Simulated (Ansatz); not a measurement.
BaO:
```
BaO
1.0
    4.44834     0.00000     0.00000
   -2.22417     3.85238     0.00000
    0.00000     0.00000     5.45985
Ba O
2 2
Direct
  0.66667   0.33333   0.25000
  0.33333   0.66667   0.75000
  0.66667   0.33333   0.75000
  0.33333   0.66667   0.25000
```

Relaxed with LDA. Special points in fractions of this cell's reciprocal vectors: Γ (0.000, 0.000, 0.000); M (0.500, 0.000, 0.000); K (0.333, 0.333, 0.000); A (0.000, 0.000, 0.500); L (0.500, 0.000, 0.500); H (0.333, 0.333, 0.500).

Task: List the band energies nearest the valence-band maximum at these points for DFT-LDA in the program Ansatz with PAW potentials.

Result: In eV from the valence-band maximum; about four levels below and three above (degenerate sets whole), none deeper than 8.9 eV; points with the same levels are listed once.

```csv
k,below,above
Γ,-1.23 -1.23 -0.71 0.00,2.01 4.55 4.55
M,-0.76 -0.71 -0.41 -0.36,3.19 3.25 3.53
K,-0.57 -0.57 -0.36 -0.01,2.13 2.58 6.02
A,-1.63 -1.63 -1.63 -1.63 -1.56 -1.56,3.43 3.43 6.25 6.25 6.25 6.25
L,-1.34 -1.34 -0.64 -0.64,3.64 3.64 5.84 5.84
H,-1.48 -1.48 -0.27 -0.27,3.12 3.12 5.82 5.82
```

Space group P6_3/mmc. The workflow started from a Materials Project entry (that database holds measured and hypothetical structures alike); the Crystallography Open Database copy checked does not list it. It is not the phase usual at ambient conditions (space group No. 225). Symmetry was held in the LDA relaxation; whether a distortion lowers the energy is not shown. Scalar-relativistic: spin–orbit coupling is off unless named, which matters more the heavier the elements.

Potentials: the later of the program's two PAW sets.
